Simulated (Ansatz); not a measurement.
The bulk modulus of SnSe2 from a series of volumes

Reference cell: a COD entry whose atoms were relaxed with PBE, the cell held.

```xyz
3
Lattice="3.8110 0.0000 0.0000 -1.9055 3.3004 0.0000 0.0000 0.0000 6.1360" Properties=species:S:1:pos:R:3 pbc="T T T"
Sn    0.0000    0.0000    0.0000
Se    0.0000    2.2003    1.6058
Se    1.9055    1.1001    4.5302
```

Sites (sets of like atoms) are named by element and the number of their first atom in this list.

Method: Kohn–Sham DFT in Ansatz, PBE, plane waves and PAW, scalar-relativistic, 420 eV cutoff, Γ-centred 13×13×7 k-points, Fermi–Dirac smearing 0.02 eV.

The cell is scaled uniformly, and the ions relax again at each size.

| V/V₀ | pressure (GPa) | gap on the k-mesh (eV) |
| --- | --- | --- |
| 0.94 | 5.8 | 0.44 |
| 0.96 | 4.6 | 0.47 |
| 0.98 | 3.6 | 0.50 |
| 1.00 | 2.6 | 0.53 |
| 1.02 | 1.8 | 0.55 |
| 1.04 | ? | ? |
| 1.06 | 0.5 | 0.59 |

Problem. Estimate the row at V/V₀ = 1.04, the equilibrium volume and the bulk modulus.

Solution. pressure (GPa): 1.1; gap on the k-mesh (eV): 0.57. Worked: a parabola in ln(V/V₀) through the other 6 rows gives 1.1 GPa there. It crosses zero pressure at V/V₀ = 1.077, the equilibrium volume of this functional, where the bulk modulus is B = −dP/d ln V = 27 GPa. The shape of the cell is held, so in this non-cubic crystal both values are those of uniform scaling, and B is an upper bound to the hydrostatic one. No dispersion correction is included, which matters between the layers of this solid. The gap rises as the cell grows, by 0.012 eV per per cent of volume.

PBE gaps are too small, by a third to a half in many semiconductors; their changes with volume are better.
